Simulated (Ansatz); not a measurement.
BeS:
```
BeS
1.0
    0.00000     2.43426     2.43426
    2.43426     0.00000     2.43426
    2.43426     2.43426     0.00000
S Be
1 1
Cartesian
  3.65139   3.65139   3.65139
  0.00000   0.00000   0.00000
```

Relaxed with r²SCAN. DFT-r²SCAN in the program Ansatz with PAW potentials gives a gap of 3.59 eV.

Question: What gap does HSE06 give on the same cell (Ansatz, PAW)?

Answer: 4.08 eV, 0.50 eV more. The hybrid was solved on a coarser mesh and at special points; its gap is the smallest among all of these.

```
k  v1 r²SCAN  c1 r²SCAN    v1 HSE06    c1 HSE06
-  ---------  ---------  ----------  ----------
Γ       0.00       6.23  (withheld)  (withheld)
X      -2.68       3.59       -2.84        4.08
L      -1.04       6.03  (withheld)  (withheld)
W      -3.36       6.94  (withheld)  (withheld)
K      -2.22       4.85  (withheld)  (withheld)
```

Question: Top valence (v1) and lowest conduction level (c1) in eV from each method's valence maximum (which need not be a listed point): supply the withheld HSE06 values.

Answer: 
- W, v1 HSE06: -3.54
- W, c1 HSE06: 7.55
- L, v1 HSE06: -1.11
- L, c1 HSE06: 6.57
- K, v1 HSE06: -2.35
- K, c1 HSE06: 5.39
- Γ, v1 HSE06: 0.00
- Γ, c1 HSE06: 6.87

Cost on shared cores: the r²SCAN run (SCF on a 10×10×10 mesh, then bands and DOS) around 9 core-seconds (rough), the HSE06 run (SCF on 7×7×7, then a few points) about 29 core-seconds (a rough figure); the tasks are unlike.

Space group F-43m (zinc blende). Symmetry was held in the r²SCAN relaxation.

Potentials: the later of the program's two PAW sets.
